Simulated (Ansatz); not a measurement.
Compressing TaV2: a fit and a missing row

TaV2, Fd-3m, a = 7.050 Å. The structure is a COD entry; whether it is the stable form wasn't checked. Ansatz: PBEsol, PAW, 420 eV, Γ-centred 10×10×10 mesh on 6 atoms, Gaussian smearing 0.10 eV; no spin polarisation. Symmetry fixes shape and atoms, so the cell is only scaled; pressure is positive in compression.

| V (Å³/atom) | P (GPa) |
| --- | --- |
| 13.727 | ? |
| 14.165 | 6.84 |
| 14.603 | 0.00 |
| 15.041 | -5.88 |
| 15.479 | -10.95 |

Task: Take V0 = 14.603 Å³/atom, fit the third-order Birch–Murnaghan form to the other rows, and predict the missing pressure.

Result: With the Eulerian strain f = ½[(V0/V)^(2/3) − 1] and y = P/[3f(1 + 2f)^(5/2)], the form is the line y = B0 + 1.5 B0 (B0′ − 4) f. Rows (f, y): 0.01025, 211.4; -0.00975, 211.2; -0.01905, 211.1. Means f = -0.006183, y = 211.23; Σ(Δf)² = 0.0004483, ΣΔfΔy = 0.004573; the slope is their ratio. y = 211.3 + 10.20 f GPa, so B0 = 211.3 GPa and B0′ = 4 + 2 × (10.20)/(3 × 211.3) = 4.03. At V = 13.727, f = 0.02105, y = 211.51 and P = 14.81 GPa. The run gave 14.79 GPa, so the fit is 0.02 GPa too high, a small miss on the scale of the series. The form still works here, 33 % of the fitted range beyond its end.

Spin–orbit coupling is left out, which can shift energies with elements as heavy as these.

Cost: 5 runs of about 1.6 core-minutes in all, on Arm Neoverse V2 (shared hosts).